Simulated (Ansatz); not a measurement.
## TiHg: how the free axis answers a strain

TiHg, P4/mmm, a = 2.985 Å, c = 4.109 Å. The structure is a COD entry; whether it is the stable form wasn't checked. Ansatz: r2SCAN, PAW, 500 eV, Γ-centred 14×14×10 mesh on 2 atoms, Gaussian smearing 0.10 eV; no spin polarisation. Series: biaxial strain in the a-b plane, c and atoms relaxed; x is the strain in per cent. y is the change of c in per cent of 4.109 Å.

```
x (%) y (%)
 -2.0      ?
 -1.0   1.21
  0.0   0.00
  1.0  -1.14
  2.0  -2.43
```

Fit y = c1 x + c2 x² to the other rows, say what c1 measures, and predict the missing y.

Least squares on the rows shown. y = −1.195 x − 0.005000 x². With no stress along c, c1 = −2C13/C33 = -1.195. At x = -2.0 the fit asked for gives 2.37 %. The run gave 2.30 %, so the fit is 0.07 % too high, within twice the rms miss on the fitted rows (0.04 %). The form still works here, 33 % of the fitted range beyond its end.

Spin–orbit coupling is left out, which can shift energies with elements as heavy as these.